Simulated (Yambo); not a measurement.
Absorption of Ca$_{2}$RuH$_{6}$ (space group Fm-3m, No. 225) with and without the electron-hole interaction (Yambo, PBEsol bands; 8×8×8 mesh, 6 valence and 3 conduction bands, static screening with 54 bands and a 3 Ry block, scissor 1.35 eV, Tamm-Dancoff; field along x).

```json
[
 {"E (eV)": "2.11", "Im ε, BSE": "0.07", "Im ε, independent quasiparticles": "0.04"},
 {"E (eV)": "2.21", "Im ε, BSE": "0.07", "Im ε, independent quasiparticles": "0.04"},
 {"E (eV)": "2.31", "Im ε, BSE": "0.08", "Im ε, independent quasiparticles": "0.05"},
 {"E (eV)": "2.41", "Im ε, BSE": "0.08", "Im ε, independent quasiparticles": "0.05"},
 {"E (eV)": "2.51", "Im ε, BSE": "0.09", "Im ε, independent quasiparticles": "0.05"},
 {"E (eV)": "2.62", "Im ε, BSE": "0.10", "Im ε, independent quasiparticles": "0.05"},
 {"E (eV)": "2.72", "Im ε, BSE": "0.10", "Im ε, independent quasiparticles": "0.06"},
 {"E (eV)": "2.82", "Im ε, BSE": "0.11", "Im ε, independent quasiparticles": "0.06"},
 {"E (eV)": "2.92", "Im ε, BSE": "0.13", "Im ε, independent quasiparticles": "0.07"},
 {"E (eV)": "3.02", "Im ε, BSE": "0.14", "Im ε, independent quasiparticles": "0.07"},
 {"E (eV)": "3.12", "Im ε, BSE": "0.16", "Im ε, independent quasiparticles": "0.08"},
 {"E (eV)": "3.22", "Im ε, BSE": "0.18", "Im ε, independent quasiparticles": "0.08"},
 {"E (eV)": "3.32", "Im ε, BSE": "0.20", "Im ε, independent quasiparticles": "0.09"},
 {"E (eV)": "3.42", "Im ε, BSE": "0.24", "Im ε, independent quasiparticles": "0.10"},
 {"E (eV)": "3.52", "Im ε, BSE": "0.28", "Im ε, independent quasiparticles": "0.11"},
 {"E (eV)": "3.62", "Im ε, BSE": "0.35", "Im ε, independent quasiparticles": "0.12"},
 {"E (eV)": "3.72", "Im ε, BSE": "0.43", "Im ε, independent quasiparticles": "0.13"},
 {"E (eV)": "3.82", "Im ε, BSE": "0.55", "Im ε, independent quasiparticles": "0.15"},
 {"E (eV)": "3.92", "Im ε, BSE": "0.75", "Im ε, independent quasiparticles": "0.18"},
 {"E (eV)": "4.02", "Im ε, BSE": "1.02", "Im ε, independent quasiparticles": "0.21"},
 {"E (eV)": "4.12", "Im ε, BSE": "1.34", "Im ε, independent quasiparticles": "0.25"},
 {"E (eV)": "4.22", "Im ε, BSE": "1.79", "Im ε, independent quasiparticles": "0.32"},
 {"E (eV)": "4.32", "Im ε, BSE": "2.33", "Im ε, independent quasiparticles": "0.43"},
 {"E (eV)": "4.43", "Im ε, BSE": "3.01", "Im ε, independent quasiparticles": "0.55"},
 {"E (eV)": "4.53", "Im ε, BSE": "3.29", "Im ε, independent quasiparticles": "0.66"},
 {"E (eV)": "4.63", "Im ε, BSE": "3.27", "Im ε, independent quasiparticles": "0.77"},
 {"E (eV)": "4.73", "Im ε, BSE": "4.16", "Im ε, independent quasiparticles": "0.85"},
 {"E (eV)": "4.83", "Im ε, BSE": "6.43", "Im ε, independent quasiparticles": "0.96"},
 {"E (eV)": "4.93", "Im ε, BSE": "7.65", "Im ε, independent quasiparticles": "1.20"},
 {"E (eV)": "5.03", "Im ε, BSE": "6.99", "Im ε, independent quasiparticles": "1.61"},
 {"E (eV)": "5.13", "Im ε, BSE": "6.98", "Im ε, independent quasiparticles": "2.26"},
 {"E (eV)": "5.23", "Im ε, BSE": "6.72", "Im ε, independent quasiparticles": "3.08"},
 {"E (eV)": "5.33", "Im ε, BSE": "5.82", "Im ε, independent quasiparticles": "3.93"},
 {"E (eV)": "5.43", "Im ε, BSE": "5.92", "Im ε, independent quasiparticles": "4.58"},
 {"E (eV)": "5.53", "Im ε, BSE": "6.66", "Im ε, independent quasiparticles": "4.99"}
]
```

The scissor comes from a G0W0 run whose convergence isn't established. Broadening 0.15 eV. The band window holds all transitions up to 5.6 eV. Fine structure above the onset can come from the mesh.

Spin-orbit splittings are left out.

Geometry of the Materials Project entry, not relaxed at this level; primitive cell a = b = c = 5.0865 Å, α = β = γ = 60.00°.

The structure is a Materials Project entry; no match was found in the copy of COD used, and its stability was not checked.
